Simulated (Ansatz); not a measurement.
AlN:
```
CELL_PARAMETERS angstrom
      3.08862     0.00000     0.00000
     -1.54431     2.67482     0.00000
      0.00000     0.00000     4.94319
ATOMIC_POSITIONS crystal
  Al 0.66667 0.33333 0.49901
  Al 0.33333 0.66667 0.99901
  N  0.66667 0.33333 0.88099
  N  0.33333 0.66667 0.38099
```

Relaxed with LDA.

Give the optical modes at the zone centre with their infrared and Raman activity from DFPT, DFT-LDA in the program Ansatz with PAW potentials.

Transverse frequencies, without the LO–TO term; a row sums one degenerate level.

```
ω (cm⁻¹)  degeneracy  IR ((D/Å)²/amu)  Raman (Å⁴/amu)  activity  symmetry
--------  ----------  ---------------  --------------  --------  --------
240                2             0.00            0.12     Raman        E2
554                1             0.00               0    silent        B1
621                1            36.10              21  IR+Raman        A1
668                2             0.00              19     Raman        E2
679                2            63.80             9.9  IR+Raman        E1
730                1             0.00               0    silent        B1
```

How high does the top mode go among those that the LO–TO term moves?

916 cm⁻¹ for q along x, 916 cm⁻¹ for q along y, 891 cm⁻¹ for q along z.

Space group P6_3mc (wurtzite). The LDA relaxation kept the symmetry of its start; phonons on a q-mesh show no instability.

Potentials: the earlier of the program's two PAW sets.
